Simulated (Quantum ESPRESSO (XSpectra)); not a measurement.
# P K-edge X-ray absorption spectrum (XANES) of BiPO4 (P2₁/m)

```
BiO4P
1.0
    4.78052     0.00000     0.00000
    0.00000     7.28307     0.00000
   -0.41067     0.00000     4.79402
Bi P O
2 2 8
Direct
  0.13119   0.75000   0.13693
  0.86881   0.25000   0.86307
  0.65996   0.75000   0.66788
  0.34004   0.25000   0.33212
  0.81047   0.58513   0.82532
  0.18953   0.41487   0.17468
  0.18953   0.08513   0.17468
  0.81047   0.91487   0.82532
  0.29687   0.25000   0.64666
  0.70313   0.75000   0.35334
  0.34003   0.75000   0.69289
  0.65997   0.25000   0.30711
```

Geometry: Materials Project entry mp-558798 (a computed structure). The cell is the entry's, not relaxed again.

Absorber: atom 3, P on Wyckoff site e (site symmetry m), with 2 O at 1.54 Å, 2 O at 1.56 Å.

All values are from Quantum ESPRESSO (XSpectra) (LDA, full core hole, dipole K-edge X-ray absorption, plane waves, Troullier-Martins potentials made with ld1.x and PseudoDojo potentials for the other elements (Perdew-Zunger form enforced), scalar-relativistic, no spin, constant broadening).

36-atom cell (absorber images 7.1 Å apart), 70 Ry, k meshes 2×2×2 (SCF) and 3×3×3 (spectrum), Lorentzian half width 0.7 eV. The ground-state test found a gap, so occupations are fixed and the excited electron is left out (charged cell on a uniform background); energies count from the highest occupied level. Field directions run: x; y; z, weighted by the site's symmetry in the crystal. Intensities are scaled to a mean of 1 over 0–35 eV.

(E (eV), intensity (scaled)): (-5.0, 0.04); (-4.5, 0.04); (-4.0, 0.04); (-3.5, 0.05); (-3.0, 0.05); (-2.5, 0.06); (-2.0, 0.07); (-1.5, 0.08); (-1.0, 0.09); (-0.5, 0.10); (0.0, 0.12); (0.5, 0.14); (1.0, 0.18); (1.5, 0.22); (2.0, 0.30); (2.5, 0.44); (3.0, 0.70); (3.5, 1.12); (4.0, 1.55); (4.5, 1.69); (5.0, 1.84); (5.5, 2.31); (6.0, 3.52); (6.5, 4.25); (7.0, 3.40); (7.5, 2.40); (8.0, 1.52); (8.5, 1.14); (9.0, 1.03); (9.5, 0.93); (10.0, 0.80); (10.5, 0.74); (11.0, 0.73); (11.5, 0.78); (12.0, 0.92); (12.5, 1.09); (13.0, 1.21); (13.5, 1.25); (14.0, 1.22); (14.5, 1.11); (15.0, 1.02); (15.5, 0.94); (16.0, 0.84); (16.5, 0.77); (17.0, 0.76); (17.5, 0.77); (18.0, 0.81); (18.5, 0.86); (19.0, 0.90); (19.5, 0.98); (20.0, 1.09); (20.5, 1.13); (21.0, 1.13); (21.5, 1.20); (22.0, 1.26); (22.5, 1.33); (23.0, 1.37); (23.5, 1.34); (24.0, 1.25); (24.5, 1.11); (25.0, 0.95); (25.5, 0.83); (26.0, 0.74); (26.5, 0.66); (27.0, 0.57); (27.5, 0.51); (28.0, 0.48); (28.5, 0.45); (29.0, 0.43); (29.5, 0.42); (30.0, 0.41); (30.5, 0.41); (31.0, 0.43); (31.5, 0.44); (32.0, 0.43); (32.5, 0.42); (33.0, 0.41); (33.5, 0.40); (34.0, 0.40); (34.5, 0.40)

The absolute edge energy is not computed.
